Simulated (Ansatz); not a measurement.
Sn₂GeP₂, before and after

The cell of Sn₂GeP₂ is invented: random cell by space group and Wyckoff sites (I4/mmm, No. 139). Lengths were set from tabulated atomic sizes, so they are only a guess.

start:

Space group I4/mmm (No. 139). a = 5.852 Å, b = 5.852 Å, c = 7.574 Å, α = 90.00°, β = 90.00°, γ = 90.00°
```tsv
atom	site	symmetry	x	y	z
Sn	4e	4mm	0.0000	0.0000	0.2055
Ge	2b	4/mmm	0.0000	0.0000	0.5000
P	4d	-4m2	0.0000	0.5000	0.2500
```

Theory: Ansatz 0.2.0, DFT PBE, scalar-relativistic, plane waves, PAW. Cutoff 420 eV, Gaussian smearing, Γ-centred meshes. Cell and atoms relax first on a coarse mesh and then on a finer one. In between, the cell is made exact in the group found at 0.06 Å. In metals the finer mesh still leaves noise of several meV/atom or more. The steps can't lower the symmetry of their start. No spin polarisation.

end:

Space group I4/mmm (No. 139). a = 5.140 Å, b = 5.140 Å, c = 8.857 Å, α = 90.00°, β = 90.00°, γ = 90.00°
```
atom  site  symmetry       x       y       z
  Sn    4e       4mm  0.0000  0.0000  0.1610
  Ge    2b     4/mmm  0.5000  0.5000  0.0000
   P    4d      -4m2  0.0000  0.5000  0.2500
```

The symmetry stays I4/mmm (No. 139). The volume per atom shrinks by 9.8 %, from 25.9 to 23.4 Å³. The shortest distance goes from 2.23 Å (Sn–Ge) to 2.69 Å (Sn–P). The ratio c/a of the conventional cell changes by a factor of 1.33. The energy falls by about 0.63 eV/atom (the start's value is from the coarse mesh).

```json
{"Volume per atom": "23.40 Å³", "Density": "5.28 g/cm³", "Formation energy": "+0.37 eV/atom", "Gap on the 10×10×10 mesh of the 5-atom cell": "0 eV (a metal)"}
```

Energies over the elements count from the elements' standard structures at the same level, with no fitted energy shifts. The references include grey tin and black phosphorus. It can't be a ground state, since the elements alone are lower.

The last run used Gaussian smearing of 0.10 eV. The reference form of P is held partly by dispersion forces, which this level lacks. Symmetry constrained the relaxation, so the result can be a saddle point. In all, the 4 runs took 3.2 min on 1 thread of Arm Neoverse V2 (shared host). Another cell of Sn2GeP2 relaxed alike, in P-3m1, lies 0.32 eV/atom lower, so this cell isn't the stable form at this level.
